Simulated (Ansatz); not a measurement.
Re7B3:
```
CELL_PARAMETERS angstrom
      7.50132     0.00000     0.00000
     -3.75066     6.49633     0.00000
      0.00000     0.00000     4.88726
ATOMIC_POSITIONS crystal
  Re 0.33333 0.66667 0.08577
  Re 0.66667 0.33333 0.58577
  Re 0.75452 0.87726 0.25231
  Re 0.87726 0.75452 0.75231
  Re 0.12274 0.87726 0.25231
  Re 0.24548 0.12274 0.75231
  Re 0.12274 0.24548 0.25231
  Re 0.87726 0.12274 0.75231
  Re 0.90862 0.45431 0.04911
  Re 0.45431 0.90862 0.54911
  Re 0.54569 0.45431 0.04911
  Re 0.09138 0.54569 0.54911
  Re 0.54569 0.09138 0.04911
  Re 0.45431 0.54569 0.54911
  B  0.37942 0.18971 0.34065
  B  0.18971 0.37942 0.84065
  B  0.81029 0.18971 0.34065
  B  0.62058 0.81029 0.84065
  B  0.81029 0.62058 0.34065
  B  0.18971 0.81029 0.84065
```

Relaxed with r²SCAN. Special points in fractions of this cell's reciprocal vectors: Γ (0.000, 0.000, 0.000); M (0.500, 0.000, 0.000); K (0.333, 0.333, 0.000); A (0.000, 0.000, 0.500); L (0.500, 0.000, 0.500); H (0.333, 0.333, 0.500).

Q: List the band energies nearest the Fermi level at these points for r²SCAN (plane waves, PAW; program Ansatz).

A: In eV from the Fermi level; about four levels below and three above (degenerate sets whole), none deeper than 8.9 eV; points with the same levels are listed once.

| k | below | above |
|---|---|---|
| Γ | -0.43 -0.43 -0.38 -0.21 -0.21 | 0.25 0.25 0.32 |
| M | -0.95 -0.79 -0.58 -0.38 | 0.15 0.36 0.49 |
| K | -0.26 -0.26 -0.18 -0.18 | 0.43 0.72 0.76 0.76 |
| A | -0.24 -0.24 -0.24 -0.24 | 1.24 1.24 1.58 1.58 1.58 1.58 |
| L | -0.49 -0.49 -0.08 -0.08 | 0.11 0.11 0.28 0.28 |
| H | -1.38 -1.38 -0.26 -0.26 | 0.12 0.12 0.32 0.32 |

Space group P6_3mc. The first step of the workflow began from a Materials Project structure, measured or hypothetical; the Crystallography Open Database copy checked does not list it. Its standing as an ambient phase is unchecked. Symmetry was held in the r²SCAN relaxation; its stability against distortions is not shown here. The run is not spin-polarised. Scalar-relativistic: spin–orbit coupling is off unless named, which matters more the heavier the elements.

Potentials: the later of the program's two PAW sets.
